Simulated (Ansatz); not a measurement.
A distorted cell of BaTiO3 (space group Amm2):

```yaml
crystal:
  lattice:
    - [3.92309, 0.00000, 0.00000]
    - [0.00000, 2.79408, 2.79916]
    - [0.00000, -2.79408, 2.79916]
  atoms:
    - { symbol: Ba, position: [0.00000, 0.99319, 0.01032] }
    - { symbol: Ti, position: [0.50000, 0.51594, 0.50805] }
    - { symbol: O, position: [0.50000, 0.00625, 0.47168] }
    - { symbol: O, position: [0.50000, 0.51034, 0.96435] }
    - { symbol: O, position: [0.00000, 0.51130, 0.46835] }
```

These are LDA (plane waves to 420 eV, PAW, scalar-relativistic; Ansatz, a program for electronic structure) values and carry that method's errors. k mesh 9×8×8 (Γ-centred), Fermi-Dirac smearing 0.05 eV. Compression counts positive. BaTiO3 is run without spin polarisation. BaTiO3 was relaxed with its symmetry unable to fall. This is one of several known forms of BaTiO3; the measured ambient cells at hand have space group No. 99.

Problem. What forces act on the atoms (eV/Å, Cartesian)?

Solution. 
```tsv
atom	Fx	Fy	Fz
Ba1	0.000	0.750	0.020
Ti2	0.000	-0.047	-0.278
O3	0.000	-0.137	0.088
O4	0.000	-0.314	0.145
O5	0.000	-0.252	0.025
```

Problem. Give the stress tensor in GPa and the pressure.

Solution. 
```
   0.58     0.00     0.00
   0.00     2.17    -2.41
   0.00    -2.41     0.90
```
The pressure, a third of the trace, is 1.22 GPa.

(For displaced atoms, the force is minus the slope of the energy, and its curvature is a force constant, which sets phonon frequencies.)
